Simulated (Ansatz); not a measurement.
Relaxed structure of CO2 on the (111) surface of Sn, one molecule per 74.8 Å² (the molecule's atoms stand last):

```xyz
19
Lattice="9.2964 0.0000 0.0000 -4.6482 8.0509 0.0000 0.0000 0.0000 25.2191" Properties=species:S:1:pos:R:3 pbc="T T T"
Sn    4.6482    2.6836    8.0000
Sn    2.3241    6.7091    8.0000
Sn    0.0000    2.6836    8.0000
Sn   -2.3241    6.7091    8.0000
Sn    2.3241    4.0255    8.9488
Sn    4.6482    0.0000    8.9488
Sn   -2.3241    4.0255    8.9488
Sn    0.0000    0.0000    8.9488
Sn   -2.3367    3.8976   11.8911
Sn    0.0000   -0.1153   11.8915
Sn    2.3367    3.8976   11.8911
Sn    4.6482   -0.1722   11.8883
Sn    4.6482    5.2558   12.8410
Sn    6.9530    1.2121   12.8078
Sn    0.0000    5.2059   12.8526
Sn    2.3434    1.2121   12.8078
O     0.0000    2.4083   15.7078
C     0.0000    1.2443   15.8420
O     0.0000    0.0824   15.9892
```

Method: Ansatz 0.2.0, DFT PBE+D3(BJ), scalar-relativistic, plane waves, PAW. Settings: cutoff 420 eV, Γ-centred mesh 3×3×1 on the computed 19-atom cell, Gaussian smearing of 0.10 eV; no spin polarisation. A dipole correction removes the field between periodic images along c.

The slab and the molecular layer are also computed alone at these places.

(1) How does the adsorption energy per molecule split into interaction and deformation?

(2) How much charge moves across the plane at z = 14.28 Å, midway between slab and molecule?

(3) How does the density difference (whole less rigid parts, positive where electrons gather), summed over the plane, run along c?

Results:

(1) E_ads = -0.165 eV: interaction of the rigid parts -0.171 eV, deformation of the slab +0.006 eV, deformation of the molecule with its lateral interactions 0.000 eV.

(2) No net charge (under 0.01 e); half the integral of |Δρ| is 0.07 e.

(3)
| z (Å) | Δρ (e/Å) |
| --- | --- |
| 6.02 | 0.000 |
| 6.16 | 0.000 |
| 6.44 | 0.000 |
| 6.58 | 0.000 |
| 6.73 | 0.000 |
| 6.87 | -0.001 |
| 7.15 | -0.001 |
| 7.29 | 0.000 |
| 7.43 | 0.000 |
| 7.57 | 0.001 |
| 7.85 | 0.001 |
| 7.99 | 0.001 |
| 8.13 | 0.001 |
| 8.41 | 0.000 |
| 8.55 | 0.000 |
| 8.69 | 0.000 |
| 8.83 | -0.001 |
| 9.11 | -0.002 |
| 9.25 | -0.002 |
| 9.39 | -0.002 |
| 9.67 | -0.001 |
| 9.81 | -0.001 |
| 9.95 | 0.000 |
| 10.09 | 0.001 |
| 10.37 | 0.001 |
| 10.51 | 0.001 |
| 10.65 | 0.001 |
| 10.79 | 0.001 |
| 11.07 | 0.000 |
| 11.21 | 0.000 |
| 11.35 | 0.000 |
| 11.63 | 0.001 |
| 11.77 | 0.001 |
| 11.91 | 0.001 |
| 12.05 | 0.000 |
| 12.33 | 0.001 |
| 12.47 | 0.001 |
| 12.61 | 0.001 |
| 12.75 | 0.000 |
| 13.03 | -0.001 |
| 13.17 | -0.002 |
| 13.31 | -0.002 |
| 13.59 | -0.001 |
| 13.73 | 0.000 |
| 13.87 | 0.001 |
| 14.01 | 0.002 |
| 14.29 | 0.004 |
| 14.43 | 0.004 |
| 14.57 | 0.004 |
| 14.71 | 0.004 |
| 14.99 | -0.001 |
| 15.13 | -0.004 |
| 15.27 | -0.006 |
| 15.55 | -0.003 |
| 15.69 | 0.000 |
| 15.83 | -0.001 |
| 15.97 | -0.004 |
| 16.25 | -0.004 |
| 16.39 | -0.002 |
| 16.53 | 0.001 |
| 16.81 | 0.002 |
| 16.95 | 0.002 |
| 17.09 | 0.002 |
| 17.23 | 0.002 |
| 17.51 | 0.001 |
| 17.65 | 0.001 |
| 17.79 | 0.001 |
| 17.93 | 0.001 |
| 18.21 | 0.000 |
| 18.35 | 0.000 |